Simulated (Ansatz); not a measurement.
Q: Each is relaxed and computed with DFT-r²SCAN in the program Ansatz with PAW potentials. Which is the only metal?
(A) GeTePt, P2_13 (Ge on 4a, Te on 4a, Pt on 4a)
(B) KLaGeS4, P2_1 (Pearson symbol mP14)
(C) GaGeTe, R-3m (Ga on 6c, Ge on 6c, Te on 6c)
(D) LaGePt, I4_1md (La on 4a, Ge on 4a, Pt on 4a)

A: D, LaGePt, I4_1md (La on 4a, Ge on 4a, Pt on 4a). LaGePt: metal; GeTePt: gap 0.37 eV (indirect); KLaGeS4: gap 2.84 eV (indirect); GaGeTe: gap 0.60 eV (direct). Standing as an ambient phase not checked: LaGePt, I4_1md (La on 4a, Ge on 4a, Pt on 4a); GeTePt, P2_13 (Ge on 4a, Te on 4a, Pt on 4a); KLaGeS4, P2_1 (Pearson symbol mP14); GaGeTe, R-3m (Ga on 6c, Ge on 6c, Te on 6c). Weakly bound layers, chains or molecules computed without a dispersion correction, so cells and soft constants are ill determined: GaGeTe, R-3m (Ga on 6c, Ge on 6c, Te on 6c). Perhaps ordered models of mixed-site phases: LaGePt, I4_1md (La on 4a, Ge on 4a, Pt on 4a). All cells were relaxed under the symmetry of their starts (and spin orders); stability against distortions was not tested throughout. Rows with no word on spin ran without spin polarisation. Spin–orbit coupling is left out wherever it is not named.

Potentials: the later of the program's two PAW sets.
